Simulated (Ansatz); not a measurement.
Relaxation path: fcc Pt (110), 6 layers

DFT, PBE, PAW with Ansatz's default frozen-core files, scalar-relativistic (Ansatz 0.2.0); a Γ-centred 14×10×1 k mesh, Fermi–Dirac smearing of 0.1 eV, no spin polarisation. The run relaxes the atoms in the fixed cell.

Command: `ansatz run input.yaml --threads 2 --pin off --max-ram 4096MiB --backend cpu --events-out ev --progress --plain --runs-dir out` It took 120 s on 2 threads of Intel(R) Xeon(R) Platinum 8488C (Sapphire Rapids), with other jobs on the host, peak memory 0.92 GiB.

```yaml
crystal:
  lattice:
    - [2.8085470207, 0.0, 0.0]
    - [0.0, 3.9718852873, 0.0]
    - [0.0, 0.0, 23.0214]
  atoms:
    - { symbol: Pt, position: [0.25, 0.25, 0.347503463] }
    - { symbol: Pt, position: [0.75, 0.75, 0.4085020778] }
    - { symbol: Pt, position: [0.25, 0.25, 0.4695006926] }
    - { symbol: Pt, position: [0.75, 0.75, 0.5304993074] }
    - { symbol: Pt, position: [0.25, 0.25, 0.5914979222] }
    - { symbol: Pt, position: [0.75, 0.75, 0.652496537] }
kpoints:
  mp_grid: { grid: [14, 10, 1] }
scf:
  occupations: { method: fermi_dirac, width: 0.1 }
hamiltonian:
  xc: pbe
  pseudopotentials: { kind: paw }
output:
  forces: true
  stress: true
  eigenvalues: true
relax:
  f_tol: 0.01
  max_steps: 40
efield:
  axis: 3
  amplitude: 0
  dipole_correction: true
```

Each step lists its free energy a cell above the last geometry, and Cartesian positions (Å) with forces (eV/Å).

The first step:

```
step 1  dF = 162.90 meV
  Pt 0.7021 0.9930 8.0000   0.0000 0.0000 0.8217
  Pt 2.1064 2.9789 9.4043   0.0000 0.0000 -0.8168
  Pt 0.7021 0.9930 10.8086   0.0000 0.0000 -0.1718
  Pt 2.1064 2.9789 12.2128   0.0000 0.0000 0.1718
  Pt 0.7021 0.9930 13.6171   0.0000 0.0000 0.8168
  Pt 2.1064 2.9789 15.0214   0.0000 0.0000 -0.8217
```

Spin–orbit coupling is left out, which matters for the heavy atoms.

Q: Where does the relaxation end, and by which steps?

A: After 4 geometries, with a shortest distance of 2.712 Å. The further steps:
```
step 2  dF = 85.54 meV
  Pt 0.7021 0.9930 8.1972   0.0000 0.0000 -0.8480
  Pt 2.1064 2.9789 9.3019   0.0000 0.0000 0.2906
  Pt 0.7021 0.9930 10.8124   0.0000 0.0000 0.7533
  Pt 2.1064 2.9789 12.2090   0.0000 0.0000 -0.7533
  Pt 0.7021 0.9930 13.7195   0.0000 0.0000 -0.2906
  Pt 2.1064 2.9789 14.8242   0.0000 0.0000 0.8480
step 3  dF = 1.33 meV
  Pt 0.7021 0.9930 8.1269   0.0000 0.0000 -0.0968
  Pt 2.1064 2.9789 9.3150   0.0000 0.0000 0.0345
  Pt 0.7021 0.9930 10.8324   0.0000 0.0000 0.0829
  Pt 2.1064 2.9789 12.1890   0.0000 0.0000 -0.0829
  Pt 0.7021 0.9930 13.7064   0.0000 0.0000 -0.0345
  Pt 2.1064 2.9789 14.8945   0.0000 0.0000 0.0968
step 4  dF = 0.00 meV
  Pt 0.7021 0.9930 8.1155   0.0000 0.0000 0.0014
  Pt 2.1064 2.9789 9.3161   0.0000 0.0000 0.0002
  Pt 0.7021 0.9930 10.8348   0.0000 0.0000 -0.0007
  Pt 2.1064 2.9789 12.1866   0.0000 0.0000 0.0007
  Pt 0.7021 0.9930 13.7053   0.0000 0.0000 -0.0002
  Pt 2.1064 2.9789 14.9059   0.0000 0.0000 -0.0014
step 5  dF = 0.00 meV  (same geometry, solved once more)
  Pt 0.7021 0.9930 8.1155   0.0000 0.0000 0.0014
  Pt 2.1064 2.9789 9.3161   0.0000 0.0000 0.0002
  Pt 0.7021 0.9930 10.8348   0.0000 0.0000 -0.0008
  Pt 2.1064 2.9789 12.1866   0.0000 0.0000 0.0008
  Pt 0.7021 0.9930 13.7053   0.0000 0.0000 -0.0002
  Pt 2.1064 2.9789 14.9059   0.0000 0.0000 -0.0014
```
